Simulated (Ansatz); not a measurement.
Optical constants of In3OF

All numbers below come from Ansatz, DFT PBEsol, scalar-relativistic, plane waves, PAW. Cutoff 420 eV, 8×8×8 k-points (Γ-centred), Fermi-Dirac smearing of 0.15 eV. No spin polarisation.

Equilibrium structure at this level:
```yaml
crystal:
  lattice:
    - [4.77790, 0.00000, 0.00000]
    - [0.00000, 4.77790, 0.00000]
    - [0.00000, 0.00000, 4.77790]
  atoms:
    - { symbol: F, position: [0.00000, 0.00000, 0.00000] }
    - { symbol: O, position: [0.50000, 0.50000, 0.50000] }
    - { symbol: In, position: [0.50000, 0.50000, 0.00000] }
    - { symbol: In, position: [0.50000, 0.00000, 0.50000] }
    - { symbol: In, position: [0.00000, 0.50000, 0.50000] }
```

The cell is the ideal cubic antiperovskite prototype; whether it is the stable structure of this composition wasn't checked. In a metal these results depend on the k mesh and the smearing. A semilocal functional can close a gap that the real compound has.

Independent-particle response (no local fields, no excitons) on a 12×12×12 mesh, broadened by 0.1 eV; the Drude term is undamped and its weight carries the smearing above, which sets much of it in a semimetal. The run couldn't bound its error over part or most of this range, so small peaks and near ties are unsure. Light polarised along x. ε₁ lacks the small share of bands above those solved.

(1) Tabulate n, κ, the reflectivity and the absorption coefficient against photon energy.

(2) Where is the highest local maximum of ε₂ between 0.3 and 12 eV?

## Answers

(1)
```
E (eV) n      κ     R  α (10⁵ cm⁻¹)
   0.2  3.29  10.23  0.89          2.07
   0.6  3.72   4.34  0.64          2.64
   1.0  3.47   3.77  0.59          3.82
   1.4  2.25   3.19  0.57          4.53
   1.8  1.84   2.48  0.48          4.52
   2.2  1.74   1.94  0.38          4.33
   2.6  1.79   1.58  0.30          4.17
   3.0  1.93   1.32  0.25          4.02
   3.4  2.17   1.43  0.28          4.92
   3.8  2.37   1.58  0.31          6.07
   4.2  1.93   2.16  0.42          9.19
   4.6  1.60   2.02  0.41          9.40
   5.0  1.23   1.90  0.43          9.64
   5.4  1.13   1.50  0.34          8.23
   5.8  1.27   1.37  0.28          8.03
   6.2  1.37   1.45  0.29          9.14
   6.6  1.23   1.60  0.35         10.70
   7.0  1.08   1.60  0.37         11.37
   7.4  0.87   1.60  0.43         12.02
   7.8  0.66   1.49  0.47         11.79
   8.2  0.59   1.32  0.45         10.97
   8.6  0.53   1.20  0.44         10.48
   9.0  0.50   1.12  0.43         10.25
   9.4  0.39   1.00  0.47          9.55
   9.8  0.32   0.83  0.47          8.21
  10.2  0.40   0.62  0.32          6.36
  10.6  0.52   0.54  0.20          5.76
  11.0  0.54   0.51  0.18          5.70
  11.4  0.63   0.49  0.13          5.70
  11.8  0.60   0.46  0.14          5.47
```

(2) At 1.0 eV, where ε₂ = 26.1.

Cost: 1 run of about 5.3 core-minutes, on Arm Neoverse N1 (shared hosts).